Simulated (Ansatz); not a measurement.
GaN (zinc blende, F-43m), DFT-LDA in the program Ansatz with PAW potentials. The conduction-band minimum lies at Γ, with 1 equivalent valley. Second derivatives d²E/dk² of the lowest band at one valley (eV·Å²), along Cartesian directions:

```tsv
direction	d²E/dk²
[100]	42.96
[010]	42.96
[001]	42.96
[110]	42.95
[101]	42.95
[011]	42.95
```

Task: Find the principal effective masses, the density-of-states mass and the conductivity mass.

Result: Off-diagonal terms follow from H_xy = H[110] − (H_xx + H_yy)/2, and m*/mₑ = 7.620 eV·Å² over each eigenvalue: 0.18, 0.18, 0.18. One valley's DOS mass (m₁m₂m₃)^(1/3) = 0.18, conductivity mass 3/(Σ 1/mᵢ) = 0.18 mₑ.

Task: What effective density of states Nc follows at 300 K for parabolic valleys?

Result: Nc = 2.509e19 × 1 × (0.18)^(3/2) ≈ 1.9e18 cm⁻³.

Task: With the computed static dielectric constant 10.1 (mean of the diagonal), estimate a hydrogenic donor's binding energy and radius.

Result: E = 13.606 eV × 0.18/10.1² ≈ 24 meV; a = 0.529 Å × ε/m* ≈ 30 Å. Semilocal masses tend to be too small where the gap is.

Task: With ε∞ = 5.76 and ω_LO = 731 cm⁻¹, what Fröhlich coupling constant follows?

Result: α = (1/ε∞ − 1/ε0) √(m* × 13.606 eV/ħω_LO) = 0.39.

The LDA relaxation kept the symmetry of its start; phonons on a q-mesh show no instability. Spin–orbit coupling is left out wherever it is not named.

Potentials: the earlier of the program's two PAW sets.
